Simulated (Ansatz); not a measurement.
In3Ga2As5: computed properties

Method: Ansatz, DFT PBE, scalar-relativistic, plane waves, PAW.

Cutoff 420 eV; k points 12×12×12 on the computed 10-atom cell (Γ-centred); Gaussian smearing, width 0.10 eV; no spin polarisation.

The structure is relaxed at this level of theory with its symmetry kept, and needn't be the ground state of this composition.

```
In Ga As
1.0
    -2.12070    2.12070   15.11090
     2.12070   -2.12070   15.11090
     2.12070    2.12070  -15.11090
In Ga As
3 2 5
Direct
  0.60557 0.60557 0.00000
  0.39443 0.39443 0.00000
  0.00000 0.00000 0.00000
  0.20420 0.20420 0.00000
  0.79580 0.79580 0.00000
  0.15876 0.65876 0.50000
  0.75000 0.25000 0.50000
  0.34124 0.84124 0.50000
  0.94721 0.44721 0.50000
  0.55279 0.05279 0.50000
```

Formation energy from the elements' standard states (uncorrected)?

-0.268 eV/atom.

Kohn–Sham band gap?

zero, with almost no states at the Fermi level.

Density of states at the Fermi level?

0.0 states/eV per cell.

Orbital (Löwdin) character within 0.5 eV of the Fermi level?

As 4p 83 %, In 5p 11 %.

Bader charge by site (e)?

In (2 in the cell) 0.73, In (1 in the cell) 0.74, Ga (2 in the cell) 0.66, As (2 in the cell) -0.70, As (1 in the cell) -0.65, As (2 in the cell) -0.74.

The cell was found from a structure generator's guess, not taken from experiment. Löwdin shares on free-atom orbitals overweight diffuse shells.
